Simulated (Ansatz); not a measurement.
Input:

Sc2Al:
```
Sc2Al
1.0
   -1.57207     1.57207     6.45667
    1.57207    -1.57207     6.45667
    1.57207     1.57207    -6.45667
Al Sc
1 2
Direct
  0.00000   0.00000   0.00000
  0.34676   0.34676   0.00000
  0.65324   0.65324   0.00000
```

This is the r²SCAN-relaxed structure.

Question: All from plane-wave PAW r²SCAN (Ansatz code), unless another level is named. Estimate the density of states at the Fermi level.

Answer: 0.95 states/eV per atom (mean over ±0.08 eV).

Question: What about the formation energy from the elements (no fitted shifts)?

Answer: -0.34 eV/atom.

Space group I4/mmm (MoSi2 or CaC2 type). The cell is a constructed one: a structure type filled with these elements; neither database checked (COD, Materials Project) lists it. Its standing as an ambient phase is unchecked. The cell was relaxed with r²SCAN under the symmetry of its start; its stability against distortions is not shown here. The run is not spin-polarised. The references are the lowest solids computed at this level, not always the standard phases.

Potentials: the earlier of the program's two PAW sets.
